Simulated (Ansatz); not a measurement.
KTaO3 (cubic perovskite)

```yaml
crystal:
  lattice:
    - [3.98419, 0.00000, 0.00000]
    - [0.00000, 3.98419, 0.00000]
    - [0.00000, 0.00000, 3.98419]
  atoms:
    - { symbol: K, position: [0.00000, 0.00000, 0.00000] }
    - { symbol: Ta, position: [0.50000, 0.50000, 0.50000] }
    - { symbol: O, position: [0.00000, 0.50000, 0.50000] }
    - { symbol: O, position: [0.50000, 0.50000, 0.00000] }
    - { symbol: O, position: [0.50000, 0.00000, 0.50000] }
```

Two coordinates are scanned: the volume, and the ratio of the stretch along z (the conventional c axis) to the stretch across it. Atoms keep their fractional coordinates.

All values below come from PBEsol (plane waves to 420 eV, PAW, scalar-relativistic; Ansatz, a program for electronic structure). k mesh 8×8×8 (Γ-centred), Fermi-Dirac smearing 0.05 eV. E stands for the smeared free energy. KTaO3 is run without spin polarisation. KTaO3 was relaxed with its symmetry unable to fall. Spin-orbit coupling is left out, though Ta is heavy. The PAW data are Ansatz's earlier set. The zero of ΔE is the relaxed starting cell.

```
ΔE (meV/atom)         V/V₀ = 0.920  V/V₀ = 0.960  V/V₀ = 1.000  V/V₀ = 1.040  V/V₀ = 1.080
--------------------  ------------  ------------  ------------  ------------  ------------
(c/a)/(c/a)₀ = 0.880         293.1         222.3         186.0         177.8    (withheld)
(c/a)/(c/a)₀ = 0.940         111.0    (withheld)          40.4          47.8          76.3
(c/a)/(c/a)₀ = 1.000    (withheld)          13.8           0.0          12.0          44.7
(c/a)/(c/a)₀ = 1.060         101.0          50.2          32.0          40.1          69.3
(c/a)/(c/a)₀ = 1.120         210.4         146.5         116.6         114.1         133.8
```

### Question
Fill in the missing entries.

### Answer

- (c/a)/(c/a)₀ = 0.880, V/V₀ = 1.080: 192.2
- (c/a)/(c/a)₀ = 0.940, V/V₀ = 0.960: 59.3
- (c/a)/(c/a)₀ = 1.000, V/V₀ = 0.920: 59.8

(A scan under strain: stresses follow from slopes of the energy per volume, elastic moduli from its curvatures.)
